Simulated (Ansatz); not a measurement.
KMgF3 (cubic perovskite, Pm-3m), PBEsol in the plane-wave PAW code Ansatz: ε∞ = 2.12, cell volume 63.58 Å³. Infrared-active transverse modes:

| ω_TO (cm⁻¹) | oscillator strength S_xx (e²/amu) |
|---|---|
| 142.4 | 0.07947 |
| 281.4 | 0.1317 |
| 461.8 | 0.1723 |

Question: Compute the static dielectric constant.

Answer: Each mode adds (4.921e7/V) S/ω²: 3.03, 1.29, 0.63. So ε0 = 7.06.

The cell was relaxed with PBEsol under the symmetry of its start; of distortions, only those at the zone centre were tested.

Potentials: the later of the program's two PAW sets.
